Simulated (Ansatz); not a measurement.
Here is the system:

InAgTe₂:
```yaml
crystal:
  lattice:
    - [2.10229, 1.21376, 6.80267]
    - [-2.10229, 1.21376, 6.80267]
    - [0.00000, -2.42751, 6.80267]
  atoms:
    - { symbol: In, position: [0.50000, 0.50000, 0.50000] }
    - { symbol: Ag, position: [0.00000, 0.00000, 0.00000] }
    - { symbol: Te, position: [0.25429, 0.25429, 0.25429] }
    - { symbol: Te, position: [0.74571, 0.74571, 0.74571] }
```

This is the PBEsol-relaxed structure.

Question: All from PBEsol in the plane-wave PAW code Ansatz, unless another level is named. Estimate the electronic character.

Answer: metallic (no gap).

Question: What about the formation energy from the elements (no fitted shifts)?

Answer: -0.17 eV/atom.

Question: Give the density of states at the Fermi level.

Answer: 0.61 states/eV per atom (mean over ±0.08 eV).

Question: Give the gap with spin–orbit coupling.

Answer: none (metallic).

Space group R-3m. The workflow started from a Materials Project entry (that database holds measured and hypothetical structures alike); the Crystallography Open Database copy checked does not list it. COD files the formula under space group No. 122, so this cell is another polymorph or a model. With In and Ag taken as one species the cell has the higher symmetry Fm-3m, so it may be an ordered model of a mixed-site phase. Its standing as an ambient phase is unchecked. Symmetry was held in the PBEsol relaxation; its stability against distortions is not shown here. The run is not spin-polarised. The references are the lowest solids computed at this level, not always the standard phases. Scalar-relativistic: spin–orbit coupling is off unless named, which matters more the heavier the elements.

Potentials: the later of the program's two PAW sets.
